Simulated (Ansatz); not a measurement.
# PbS: computed property card

PbS:
```yaml
crystal:
  lattice:
    - [4.05317, 0.00000, 0.00000]
    - [-2.02658, 3.51015, 0.00000]
    - [0.00000, 0.00000, 3.78058]
  atoms:
    - { symbol: Pb, position: [0.00000, 0.00000, 0.00000] }
    - { symbol: S, position: [0.66667, 0.33333, 0.50000] }
```

Space group P-6m2 (No. 187); conventional cell a = 4.0532 Å, b = 4.0532 Å, c = 3.7806 Å, α = 90.00°, β = 90.00°, γ = 120.00°.

Method: DFT-r²SCAN in the program Ansatz with PAW potentials. Structure relaxed to zero pressure with the same functional. Other levels are named where they apply.

**Cell and energy**

```json
{
 "volume_per_atom": "26.89 Å³",
 "density": "7.39 g/cm³",
 "Formation energy from the elements (no fitted shifts)": "-0.53 eV/atom"
}
```

**Electronic structure**

```json
{
  "electronic_character": "metallic (no gap)",
  "Density of states at the Fermi level": "0.06 states/eV per atom (mean over ±0.08 eV)",
  "Gap with spin–orbit coupling": "none (metallic)"
}
```

**Mechanics**

```json
{
  "Bulk modulus (Birch–Murnaghan fit)": "50.1 GPa",
  "Pressure derivative B′": "3.0"
}
```

**Charges**

```json
{
 "bader_charges": "Pb +1.04, S -1.04 e"
}
```

The workflow started from a Materials Project entry (that database holds measured and hypothetical structures alike); the Crystallography Open Database copy checked does not list it. It is not the phase usual at ambient conditions (space group No. 225). The cell was relaxed with r²SCAN under the symmetry of its start; its stability against distortions is not shown here. The references are the lowest solids computed at this level, not always the standard phases. Scalar-relativistic: spin–orbit coupling is off unless named, which matters more the heavier the elements.

Potentials: the later of the program's two PAW sets.
